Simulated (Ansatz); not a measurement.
A relaxed structure of AlRu. All values below come from PBE (plane waves to 420 eV, PAW, scalar-relativistic; Ansatz, an electronic-structure program).

```
CELL_PARAMETERS angstrom
      3.00370     0.00000     0.00000
      0.00000     3.00370     0.00000
      0.00000     0.00000     3.00370
ATOMIC_POSITIONS crystal
  Al 0.50000 0.50000 0.50000
  Ru 0.00000 0.00000 0.00000
```

Problem. Determine the symmetry and give the standard cell with its independent sites.

Solution. Space group Pm-3m (No. 221); a = b = c = 3.004 Å, α = β = γ = 90.00°

| atom | site | symmetry | x | y | z |
|---|---|---|---|---|---|
| Al | 1b | m-3m | 0.5000 | 0.5000 | 0.5000 |
| Ru | 1a | m-3m | 0.0000 | 0.0000 | 0.0000 |

This is the CsCl type.

Problem. Give the shortest distances between elements (the closest pairs, up to four, under 3.6 Å).

Solution. Al–Ru 2.60 Å; Al–Al 3.00 Å; Ru–Ru 3.00 Å.

```json
{
  "volume_per_atom": "13.55 Å³",
  "band_gap": "no gap (metallic)"
}
```

No spin polarisation in the result.

It was reached from a disturbed copy of a Cmcm (No. 63) cell, against which it lies -0.21 eV/atom.
